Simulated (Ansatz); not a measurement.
TePb2Se:
Space group R-3m, hexagonal axes (No. 166); a = 4.4943 Å, b = 4.4943 Å, c = 21.9966 Å, α = 90.00°, β = 90.00°, γ = 120.00°

```csv
atom,site,symmetry,x,y,z
Te,3b,-3m,0.0000,0.0000,0.5000
Pb,6c,3m,0.0000,0.0000,0.2554
Se,3a,-3m,0.0000,0.0000,0.0000
```
(The calculation used a cell of 4 atoms; values per cell refer to that cell.)

Relaxed with r²SCAN. 

Problem. HSE06 on this cell (Ansatz, a program for electronic structure, PAW) gives a gap of 1.00 eV. What does r²SCAN give?

Solution. 0.88 eV.

Cost on shared cores: the r²SCAN run (SCF on a 7×7×7 mesh, then bands and DOS) very roughly 100 core-seconds, the HSE06 run (SCF on 5×5×5, then a few points) very roughly 7 core-minutes; the tasks are unlike.

The workflow started from a Materials Project entry (that database holds measured and hypothetical structures alike); the Crystallography Open Database copy checked does not list it. With Te and Se taken as one species the cell has the higher symmetry Fm-3m, so it may be an ordered model of a mixed-site phase. Whether it is the stable phase at ambient conditions was not checked. Symmetry was held in the r²SCAN relaxation; of distortions, only those at the zone centre were tested. Scalar-relativistic: spin–orbit coupling is off unless named, which matters more the heavier the elements.

Potentials: the later of the program's two PAW sets.

Ansatz is a plane-wave DFT program.
